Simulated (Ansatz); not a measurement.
BeS:
Space group P6₃mc (No. 186); a = b = 3.4339 Å, c = 5.6609 Å, α = β = 90.00°, γ = 120.00°

```csv
atom,site,symmetry,x,y,z
Be,2b,3m.,0.6667,0.3333,0.4995
S,2b,3m.,0.6667,0.3333,0.1255
```

Relaxed with r²SCAN.

### Question
Tabulate the valence density and the electron localisation function along the shortest Be–S contact (2.11 Å), DFT-r²SCAN in the program Ansatz with PAW potentials.

### Answer


| distance from Be (Å) | density (e/Å³) | ELF |
|---|---|---|
| 0.21 | 0.10 | 0.00 |
| 0.32 | 0.14 | 0.01 |
| 0.42 | 0.20 | 0.10 |
| 0.53 | 0.26 | 0.38 |
| 0.63 | 0.33 | 0.70 |
| 0.74 | 0.39 | 0.86 |
| 0.84 | 0.46 | 0.91 |
| 0.95 | 0.56 | 0.93 |
| 1.05 | 0.68 | 0.94 |
| 1.16 | 0.83 | 0.94 |
| 1.26 | 1.01 | 0.93 |
| 1.37 | 1.17 | 0.91 |
| 1.47 | 1.27 | 0.86 |
| 1.58 | 1.23 | 0.72 |
| 1.69 | 1.04 | 0.43 |
| 1.79 | 0.72 | 0.12 |
| 1.90 | 0.40 | 0.01 |

The density is the valence pseudo-density with augmentation charge, so density and ELF within about 1 Å of a nucleus are not all-electron values.

Space group P6_3mc (wurtzite). The start of the workflow was typed in or built on a structure type; neither database checked (COD, Materials Project) lists it. COD files the formula under space group No. 216, so this cell is another polymorph or a model. Its standing as an ambient phase is unchecked. Symmetry was held in the r²SCAN relaxation; its stability against distortions is not shown here.

Potentials: the earlier of the program's two PAW sets.
